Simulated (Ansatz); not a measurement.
A relaxed cell of Cu (Fm-3m (No. 225)), relaxed on a k-mesh at least as fine as the one used below. Method: PBEsol (plane waves to 420 eV, PAW, scalar-relativistic; Ansatz, a first-principles code). Γ-centred k-mesh 16×16×8 on the run's cell (coarser than for final values), Fermi–Dirac smearing 0.05 eV.

```xyz
2
Lattice="0.0000 1.7819 1.7819 1.7819 0.0000 1.7819 3.5638 3.5638 0.0000" Properties=species:S:1:pos:R:3 pbc="T T T"
Cu     0.0000     0.0000     0.0000
Cu     1.7819     1.7819     0.0000
```

The atoms are displaced by (Å):

| atom | ux | uy | uz |
|---|---|---|---|
| Cu1 | 0.025 | -0.070 | -0.018 |
| Cu2 | 0.108 | -0.062 | 0.018 |

What forces (eV/Å) and pressure result?


| atom | Fx | Fy | Fz |
|---|---|---|---|
| Cu1 | 0.26 | 0.13 | -0.05 |
| Cu2 | -0.26 | -0.13 | 0.05 |

Pressure +0.3 GPa.

No spin polarisation in the result.

The run that gave the undisplaced cell could not lose the symmetry of its start; a randomly shaken copy of 2 atoms returns to this structure.
